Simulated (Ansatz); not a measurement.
SrO:
```cif
data_OSr
_chemical_formula_sum 'Sr1 O1'
_space_group_name_H-M_alt 'P 1'
_space_group_IT_number 1
_cell_length_a 3.62213
_cell_length_b 3.62213
_cell_length_c 3.62213
_cell_angle_alpha 60.000
_cell_angle_beta 60.000
_cell_angle_gamma 60.000
loop_
_space_group_symop_operation_xyz
  'x, y, z'
loop_
_atom_site_label
_atom_site_type_symbol
_atom_site_fract_x
_atom_site_fract_y
_atom_site_fract_z
_atom_site_occupancy
Sr1 Sr 0.50000 0.50000 0.50000 1
O1 O 0.00000 0.00000 0.00000 1
```

Relaxed with PBEsol. DFT-PBEsol in the program Ansatz with PAW potentials gives a gap of 3.20 eV.

### Question
What gap does HSE06 give on the same cell (Ansatz, PAW)?

### Answer
4.79 eV, 1.60 eV more. The hybrid was solved on a coarser mesh and at special points; its gap is the smallest among all of these.

```tsv
k	v1 PBEsol	c1 PBEsol	v1 HSE06	c1 HSE06
Γ	0.00	3.93	___	___
X	-0.07	3.20	-0.08	4.79
L	-1.15	6.57	___	___
W	-0.41	5.99	___	___
K	-0.44	4.74	___	___
```

### Question
Top valence (v1) and lowest conduction level (c1) in eV from each method's valence maximum (which need not be a listed point): supply the withheld HSE06 values.

### Answer

- W, v1 HSE06: -0.42
- W, c1 HSE06: 7.70
- K, v1 HSE06: -0.46
- K, c1 HSE06: 6.38
- Γ, v1 HSE06: 0.00
- Γ, c1 HSE06: 5.59
- L, v1 HSE06: -1.19
- L, c1 HSE06: 8.35

Cost on shared cores: the PBEsol run (SCF on a 9×9×9 mesh, then bands and DOS) about 9 core-seconds (a rough figure), the HSE06 run (SCF on 7×7×7, then a few points) roughly 80 core-seconds; the tasks are unlike.

Space group Fm-3m (rock salt). The PBEsol relaxation kept the symmetry of its start. Scalar-relativistic: spin–orbit coupling is off unless named, which matters more the heavier the elements.

Potentials: the later of the program's two PAW sets.
